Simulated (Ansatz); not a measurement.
Y2F:
```cif
data_F3Y6
_chemical_formula_sum 'Y6 F3'
_space_group_name_H-M_alt 'R-3m :H'
_space_group_IT_number 166
_space_group_name_Hall '-R 3 2"'
_cell_length_a 3.60387
_cell_length_b 3.60387
_cell_length_c 16.95791
_cell_angle_alpha 90.000
_cell_angle_beta 90.000
_cell_angle_gamma 120.000
loop_
_atom_site_label
_atom_site_type_symbol
_atom_site_symmetry_multiplicity
_atom_site_Wyckoff_symbol
_atom_site_fract_x
_atom_site_fract_y
_atom_site_fract_z
_atom_site_occupancy
Y1 Y 6 c 0.00000 0.00000 0.25039 1
F1 F 3 a 0.00000 0.00000 0.00000 1
```
(The calculation used a cell of 3 atoms; values per cell refer to that cell.)

Relaxed at zero pressure with the program Ansatz at the PBEsol level (PAW).

Question: The volume is lowered by 3 % and shape and atoms relax at that volume. What pressure results, and how do the axes share the change?

Answer: 2.0 GPa; a -1.0 %, b -1.0 %, c -1.0 %; the energy rises by 4 meV/atom.

Question: Give the new structure.

Answer: 
Space group R-3m, hexagonal axes (No. 166); a = 3.566 Å, b = 3.566 Å, c = 16.796 Å, α = 90.00°, β = 90.00°, γ = 120.00°

```tsv
atom	site	symmetry	x	y	z
Y	6c	3m	0.0000	0.0000	0.2501
F	3a	-3m	0.0000	0.0000	0.0000
```

The phase is kept; no other phase was compared at this pressure.

The start of the workflow was typed in or built on a structure type; neither database checked (COD, Materials Project) lists it. Whether it is the stable phase at ambient conditions was not checked. Symmetry was held in the PBEsol relaxation; whether a distortion lowers the energy is not shown. The run is not spin-polarised. The volume moved by -17 % from the start of the relaxation.

Potentials: the earlier of the program's two PAW sets. The files were generated under PBE; for other functionals the program regenerates the frozen cores, and for LDA and PBEsol the local potential too.
